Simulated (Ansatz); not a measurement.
Stationary points along a deformation path in Na

Computed with DFT PBEsol, scalar-relativistic, plane waves, PAW (Ansatz). The runs took a 420 eV cutoff, a Γ-centred 8×8×8 mesh and Gaussian smearing (0.15 eV). No spin polarisation. Energies are free energies at this smearing, counted from the undisturbed cell; pressure is positive in compression.

Reference structure (as given, not relaxed at this level; it stands at -0.1 GPa; this simple cubic form isn't the usual structure):

```
Na
1.0
     7.02334    0.00000    0.00000
     0.00000    7.02334    0.00000
     0.00000    0.00000    7.02334
Na
1
Direct
  0.00000 0.00000 0.00000
```

At fixed volume and fractional coordinates, lengths along (0.577, 0.577, 0.577) are scaled against those across it; ρ is that ratio over its starting value. V = 346.443 Å³/atom. Δσ is the stress along the axis less the mean stress across it (compression positive).

| ρ | ΔE (meV/atom) | Δσ (GPa) | space group |
| --- | --- | --- | --- |
| 0.500 | 37.5 | 0.00 | Im-3m |
| 0.600 | 28.4 | 0.05 | R-3m |
| 0.710 | 14.8 | 0.05 | R-3m |
| 0.850 | 3.6 | 0.03 | R-3m |
| 1.000 | 0.0 | 0.00 | Pm-3m |
| 1.200 | 4.7 | -0.03 | R-3m |
| 1.410 | 15.7 | -0.06 | R-3m |
| 2.000 | 38.9 | 0.00 | Fm-3m |

Question: How does the stress give the slope of the energy, and where is the energy stationary?

Answer: Along the path d ln(length) is 2/3 d ln ρ on the axis and −1/3 d ln ρ across it, so dE/d ln ρ = −(2/3) V Δσ: the energy falls with ρ where Δσ is positive. Δσ vanishes or changes sign at ρ = 0.500 (Im-3m, an end of the scan), at 37.5 meV/atom; at ρ = 1.000 (Pm-3m), a minimum at 0.0 meV/atom; at ρ = 2.000 (Fm-3m, an end of the scan), at 38.9 meV/atom. Pairs of stationary points between two samples would go unseen, and could change a minimum read from distant neighbours into a maximum. At ρ = 0.500, 1.000, 2.000 the cell is cubic, where symmetry alone makes the stress isotropic and the slope zero.

In a metal these slopes depend on the k mesh and the smearing.